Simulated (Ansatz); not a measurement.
V2SiN:
```
CELL_PARAMETERS angstrom
      2.89364     0.00000     0.00000
     -1.44682     2.50596     0.00000
      0.00000     0.00000    12.00725
ATOMIC_POSITIONS crystal
  V  0.66667 0.33333 0.58935
  V  0.33333 0.66667 0.41065
  V  0.33333 0.66667 0.08935
  V  0.66667 0.33333 0.91065
  Si 0.66667 0.33333 0.25000
  Si 0.33333 0.66667 0.75000
  N  0.00000 0.00000 0.50000
  N  0.00000 0.00000 0.00000
```

Relaxed with PBEsol. Special points in fractions of this cell's reciprocal vectors: Γ (0.000, 0.000, 0.000); M (0.500, 0.000, 0.000); K (0.333, 0.333, 0.000); A (0.000, 0.000, 0.500); L (0.500, 0.000, 0.500); H (0.333, 0.333, 0.500).

Task: List the band energies nearest the Fermi level at these points for DFT-PBEsol in the program Ansatz with PAW potentials.

Result: In eV from the Fermi level; about four levels below and three above (degenerate sets whole), none deeper than 8.9 eV; points with the same levels are listed once.

```tsv
k	below	above
Γ	-0.89 -0.89 -0.79 -0.07 -0.07	0.10 0.10 0.87 0.87
M	-3.43 -3.26 -3.07 -2.90	0.02 0.35 0.64
K	-1.96 -0.82 -0.15 -0.15	0.37 0.37 0.93
A	-0.92 -0.92 -0.92 -0.92	0.01 0.01 0.01 0.01
L	-3.35 -3.35 -2.97 -2.97	0.25 0.25 0.51 0.51
H	-1.44 -1.44 -0.29 -0.29	0.74 0.74 0.97 0.97
```

Space group P6_3/mmc. The start of the workflow was typed in or built on a structure type; neither database checked (COD, Materials Project) lists it. Whether it is the stable phase at ambient conditions was not checked. The PBEsol relaxation kept the symmetry of its start; whether a distortion lowers the energy is not shown. The workflow began spin-polarised and lost its moments.

Potentials: the earlier of the program's two PAW sets. The files were generated under PBE; for other functionals the program regenerates the frozen cores, and for LDA and PBEsol the local potential too.
